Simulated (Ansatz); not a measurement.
**YP: zone-centre modes at -0.3 GPa**

Method: Ansatz 0.2.0, DFT LDA, scalar-relativistic, plane waves, PAW. Settings: 420 eV plane-wave cutoff, Γ-centred 12×12×12 mesh, Fermi-Dirac smearing of 0.15 eV. No spin polarisation. Phonons by linear response, acoustic sum rule imposed.

The cell is fixed (symmetry leaves no force on the atoms) and stands under -0.3 GPa:
```
CELL_PARAMETERS angstrom
3.40500 0.00000 0.00000
0.00000 3.40500 0.00000
0.00000 0.00000 3.40500
ATOMIC_POSITIONS crystal
Y 0.00000 0.00000 0.00000
P 0.50000 0.50000 0.50000
```

The cell is the ideal cubic caesium chloride prototype; whether it is the stable structure of this composition wasn't checked. In a metal, frequencies and elastic constants depend on the k mesh and the smearing, soft modes and shear constants most.

Question: Is this structure stable against zone-centre distortions?

Answer: Yes, at Γ: no optical mode is imaginary. Strains and other wave vectors aren't tested by this run.

Question: List the optical modes at Γ (i marks imaginary ones).

Answer:
| frequency (cm⁻¹) | degeneracy |
| --- | --- |
| 163 | 3 |

Cost: 1 run of about 0.33 core-minutes, on Arm Neoverse V2 (shared hosts).